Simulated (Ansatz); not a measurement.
SiSnGeC:
Space group R3m, hexagonal axes (No. 160); a = b = 3.7694 Å, c = 18.5584 Å, α = β = 90.00°, γ = 120.00°

```json
[
 {"atom": "C", "site": "3a", "symmetry": "3m", "x": "0.0000", "y": "0.0000", "z": "0.0089"},
 {"atom": "Si", "site": "3a", "symmetry": "3m", "x": "0.0000", "y": "0.0000", "z": "0.1111"},
 {"atom": "Ge", "site": "3a", "symmetry": "3m", "x": "0.0000", "y": "0.0000", "z": "0.4932"},
 {"atom": "Sn", "site": "3a", "symmetry": "3m", "x": "0.0000", "y": "0.0000", "z": "0.6367"}
]
```
(The calculation used a cell of 4 atoms; values per cell refer to that cell.)

Relaxed at zero pressure with DFT-PBE in the program Ansatz with PAW potentials.

Q: The volume is lowered by 6 % and shape and atoms relax at that volume. What pressure results, and how do the axes share the change?

A: 6.2 GPa; a -2.1 %, b -2.1 %, c -1.9 %; the energy rises by 21 meV/atom.

Q: Give the new structure.

A: 
Space group R3m, hexagonal axes (No. 160); a = 3.6903 Å, b = 3.6903 Å, c = 18.2001 Å, α = 90.00°, β = 90.00°, γ = 120.00°

```
atom  site  symmetry       x       y       z
----  ----  --------  ------  ------  ------
C       3a        3m  0.0000  0.0000  0.0082
Si      3a        3m  0.0000  0.0000  0.1113
Ge      3a        3m  0.0000  0.0000  0.4940
Sn      3a        3m  0.0000  0.0000  0.6365
```

The phase is kept; no other phase was compared at this pressure.

The start of the workflow was typed in or built on a structure type; neither database checked (COD, Materials Project) lists it. Whether it is the stable phase at ambient conditions was not checked. The PBE relaxation kept the symmetry of its start; its stability against distortions is not shown here. The volume moved by 26 % from the start of the relaxation. Its formation energy is positive at this level, so the cell may be metastable or incomplete. Scalar-relativistic: spin–orbit coupling is off unless named, which matters more the heavier the elements.

Potentials: the later of the program's two PAW sets.
